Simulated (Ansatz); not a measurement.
**Data sheet: MgCdS₂ (DFT)**

MgCdS₂:
```xyz
4
Lattice="3.7148 0.0000 0.0000 0.0000 3.7148 0.0000 0.0000 0.0000 5.2597" Properties=species:S:1:pos:R:3 pbc="T T T"
Mg     1.8574     1.8574     2.6299
Cd     0.0000     0.0000     0.0000
S      0.0000     0.0000     2.6299
S      1.8574     1.8574     0.0000
```

Space group P4/mmm (No. 123); conventional cell a = 3.715 Å, b = 3.715 Å, c = 5.260 Å, α = 90.00°, β = 90.00°, γ = 90.00°.

Method: DFT-LDA in the program Ansatz with PAW potentials. The cell and atoms are relaxed at this level. Other levels are named where they apply.

**Cell and energy**

* **Volume per atom**: 18.15 Å³
* **Density**: 4.59 g/cm³
* **Formation energy from the elements (no fitted shifts)**: -1.03 eV/atom

**Electronic structure**

Electronic character: no gap, with almost no states at the Fermi level (zero-gap or semimetallic)
Density of states at the Fermi level: 0.01 states/eV per atom (mean over ±0.08 eV)

**Mechanics**

Bulk modulus (Birch–Murnaghan fit): 88.3 GPa
Pressure derivative B′: 4.4
Elastic constants (relaxed ions, GPa): C11 = 151, C12 = 61.0, C13 = 53.4, C33 = 158, C44 = 42.8, C66 = 52.6
Mechanical stability: stable (all eigenvalues of C positive)
Hill bulk and shear moduli: 88.3 and 46.9 GPa
Young's modulus: 120 GPa
Poisson's ratio: 0.27
Debye temperature from the elastic constants: 403 K

**Phonons**

- Highest zone-centre frequency = 282 cm⁻¹
- Zone-centre stability = no imaginary mode at Γ

The first step of the workflow began from a Materials Project structure, measured or hypothetical; the Crystallography Open Database copy checked does not list it. With Mg and Cd taken as one species the cell has the higher symmetry Fm-3m, so it may be an ordered model of a mixed-site phase. Its standing as an ambient phase is unchecked. Symmetry was held in the LDA relaxation. As this level gives no gap, shear constants depend on the k-mesh and smearing (Fermi–Dirac, 0.1 eV here). As this level gives no gap, phonon frequencies hold no LO–TO term and depend on the k-mesh and smearing (Fermi–Dirac, 0.1 eV here). The references are the lowest solids computed at this level, not always the standard phases. Spin–orbit coupling is left out wherever it is not named.

Potentials: the later of the program's two PAW sets.
